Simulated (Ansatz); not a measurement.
The start is a relaxed ZnSiP2 cell with one Zn and one P atom exchanged in a cell of 8 atoms. Cell shape, volume and atoms are optimised at zero target pressure with PBE (plane waves to 420 eV, PAW, scalar-relativistic; Ansatz, a first-principles code). The first steps use a coarse 5×5×6 k-mesh.

Input geometry:
```yaml
crystal:
  lattice:
    - [-2.70935, 2.70935, 5.26972]
    - [2.70935, -2.70935, 5.26972]
    - [2.70935, 2.70935, -5.26972]
  atoms:
    - { symbol: Zn, position: [0.75000, 0.25000, 0.50000] }
    - { symbol: P, position: [0.00000, 0.00000, 0.00000] }
    - { symbol: Si, position: [0.25000, 0.75000, 0.50000] }
    - { symbol: Si, position: [0.50000, 0.50000, 0.00000] }
    - { symbol: P, position: [0.14230, 0.12500, 0.51730] }
    - { symbol: Zn, position: [0.60770, 0.62500, 0.48270] }
    - { symbol: P, position: [0.37500, 0.85770, 0.98270] }
    - { symbol: P, position: [0.87500, 0.39230, 0.01730] }
```

Largest initial force: 1.10 eV/Å, on P5 (atoms numbered as listed)
Energy released: 0.16 eV/atom
Volume change: +3.0 %, from 19.34 to 19.92 Å³/atom
Relative to the parent: It does not go back: it is caught in P1 (No. 1), 230 meV/atom above the parent
Shortest distances (start → end): The closest pairs of elements (up to four, under 3.6 Å), start → end: P–P 2.38 → 2.22 Å; P–Si 2.27 → 2.27 Å; Si–Zn 2.27 → 2.36 Å; P–Zn 2.38 → 2.35 Å
Band gap at the end: 0.75 eV, indirect (valence top at k = (0.4286, 0.2857, -0.3333), conduction bottom at Z) (no spin-orbit coupling)
Optimiser moves: 21

It ends as:

```xyz
8
Lattice="5.1883 0.0000 0.0000 -1.6289 5.5720 0.0000 -1.0762 -2.5929 5.5130" Properties=species:S:1:pos:R:3 pbc="T T T"
Zn     3.4939     1.7485     0.7443
P     -0.9998    -2.3145     5.3482
Si    -0.4686     0.9616     4.3273
Si     0.4184     4.2473     2.7117
P     -0.6839     3.9996     0.7189
Zn     1.3926     2.2695     3.5434
P      0.6400    -1.0209     4.6103
P      3.0079     0.7290     2.8046
```

Final values are on a 7×7×6 k-mesh of the relaxed cell. No spin polarisation in the result.

The relaxed structure here is a generated cell of ZnSiP2: the first start was made by placing the elements on the sites of a structure type, and the end was not matched to a known phase here, so it may be hypothetical.
